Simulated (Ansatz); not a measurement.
## An elastic constant from a strain scan in GaP

Level of theory: DFT r2SCAN, scalar-relativistic, plane waves, PAW in Ansatz 0.2.0. Settings: plane waves to 500 eV, k-mesh 8×8×8 (Γ-centred), Gaussian smearing 0.05 eV. No spin polarisation. Energies are free energies at this smearing, counted from the undisturbed cell; pressure is positive in compression.

The undisturbed cell (as given, not relaxed at this level; it stands at 0.0 GPa):

```yaml
crystal:
  lattice:
    - [0.00000, 2.72525, 2.72525]
    - [2.72525, 0.00000, 2.72525]
    - [2.72525, 2.72525, 0.00000]
  atoms:
    - { symbol: Ga, position: [0.00000, 0.00000, 0.00000] }
    - { symbol: P, position: [0.75000, 0.75000, 0.75000] }
```

The cell is strained by ε times the Voigt pattern (0, 0, 0, 0, 0, 1) (xx, yy, zz, yz, xz, xy; engineering shear) with fractional coordinates fixed. The cell holds 2 atoms in V0 = 40.48 Å³. The stress column is τ = (1/V0) dE/dε, got from the stress tensor σ (compression positive) at each point as −det(1 + εP) σ : P(1 + εP)⁻¹, with P the pattern as a tensor.

```csv
ε,ΔE (meV/atom),τ (GPa)
-0.0175,1.827,-1.653
-0.0150,1.342,-1.417
-0.0125,0.932,-1.180
-0.0100,0.597,-0.944
-0.0075,0.336,-0.708
-0.0050,0.147,-0.472
-0.0025,0.036,-0.236
0.0000,0.000,0.000
0.0025,0.036,0.236
0.0050,0.147,0.472
0.0075,0.336,0.708
0.0100,0.597,0.944
0.0125,0.932,1.180
0.0150,1.342,1.417
0.0175,1.827,1.653
0.0200,?,?
```

Q: Which combination of elastic constants does this scan measure, and how large is it?

A: For small ε, τ = τ0 + Kε with K = pᵀCp, which for this pattern is C44 in the cubic axes. The parabola through τ at ε = -0.0025, 0 and 0.0025 has slope K = 94 GPa at zero. The energies per cell, E = NΔE, of the wider pair ε = ±0.0175 give K = 2[E(ε₊)/ε₊ − E(ε₋)/ε₋]/[(ε₊ − ε₋)V0] = 94 GPa, in agreement. These are clamped-ion values.

Q: Predict the withheld row at ε = 0.0200 from the harmonic law, and compare.

A: ΔE = V0(τ0 ε + Kε²/2)/N = 2.385 meV/atom and τ = 1.89 GPa. The calculation gives 2.387 meV/atom and 1.89 GPa, a miss of 0.01 meV/atom at most, so the harmonic law still holds here.

Forces appear on the atoms along this scan, and letting them relax would lower the energy and soften the response.